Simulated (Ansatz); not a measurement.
## Hydrogen-ended wire of Ge, Ge21H20

Ansatz, PAW, plane waves. PBEsol relaxation at a 1×1×6 mesh; single points on the relaxed atoms at a 1×1×4 mesh, onto which points of the small cell's zone fold. No spin–orbit coupling unless named.

Relaxed structure:

```cif
data_structure
_symmetry_space_group_name_H-M 'P 1'
_symmetry_Int_Tables_number 1
_cell_length_a 20.6000
_cell_length_b 20.6000
_cell_length_c 5.6756
_cell_angle_alpha 90.000
_cell_angle_beta 90.000
_cell_angle_gamma 90.000
_cell_volume 2408.49
loop_
_atom_site_label
_atom_site_type_symbol
_atom_site_fract_x
_atom_site_fract_y
_atom_site_fract_z
_atom_site_occupancy
Ge1 Ge 0.49990 0.50017 0.99991 1
Ge2 Ge 0.29633 0.57306 0.26671 1
Ge3 Ge 0.57266 0.29655 0.26665 1
Ge4 Ge 0.56800 0.56825 0.24897 1
Ge5 Ge 0.36371 0.36399 0.99844 1
Ge6 Ge 0.36372 0.63625 0.00176 1
Ge7 Ge 0.63593 0.36387 0.00174 1
Ge8 Ge 0.63609 0.63620 0.99787 1
Ge9 Ge 0.43184 0.43205 0.24892 1
Ge10 Ge 0.42674 0.70364 0.26729 1
Ge11 Ge 0.70336 0.42706 0.26653 1
Ge12 Ge 0.36325 0.50013 0.49989 1
Ge13 Ge 0.63657 0.50007 0.49973 1
Ge14 Ge 0.42679 0.29663 0.73304 1
Ge15 Ge 0.43181 0.56827 0.75082 1
Ge16 Ge 0.70345 0.57309 0.73257 1
Ge17 Ge 0.49986 0.36349 0.50018 1
Ge18 Ge 0.49994 0.63688 0.49991 1
Ge19 Ge 0.29639 0.42722 0.73335 1
Ge20 Ge 0.56800 0.43205 0.75097 1
Ge21 Ge 0.57290 0.70371 0.73324 1
H1 H 0.24313 0.53491 0.13482 1
H2 H 0.26227 0.62061 0.43770 1
H3 H 0.53430 0.24363 0.13415 1
H4 H 0.62014 0.26215 0.43698 1
H5 H 0.32015 0.32043 0.15548 1
H6 H 0.32012 0.67994 0.84531 1
H7 H 0.67948 0.32028 0.84480 1
H8 H 0.67972 0.67979 0.15453 1
H9 H 0.37914 0.73722 0.43935 1
H10 H 0.46450 0.75717 0.13568 1
H11 H 0.73741 0.37965 0.43808 1
H12 H 0.75659 0.46511 0.13442 1
H13 H 0.37929 0.26269 0.56157 1
H14 H 0.46488 0.24333 0.86456 1
H15 H 0.75686 0.53514 0.86409 1
H16 H 0.73725 0.62073 0.56119 1
H17 H 0.26219 0.37971 0.56259 1
H18 H 0.24330 0.46541 0.86561 1
H19 H 0.53480 0.75685 0.86573 1
H20 H 0.62034 0.73785 0.56201 1
```

Q: What are the mean bond lengths by pair (pairs within 1.2 times the sum of covalent radii, less contacts 15 % beyond the pair's median; cation–cation pairs of compounds aside; long ionic contacts are cut short by that bound)?

A: Ge–Ge 2.436 ± 0.009 Å (standard deviation, 32 bonds); Ge–H 1.546 ± 0.003 Å (standard deviation, 20 bonds).

Q: What gap lies between the top filled and the lowest empty level in the single points?

A: HSE06 3.51 eV (65 s on NVIDIA GB300).
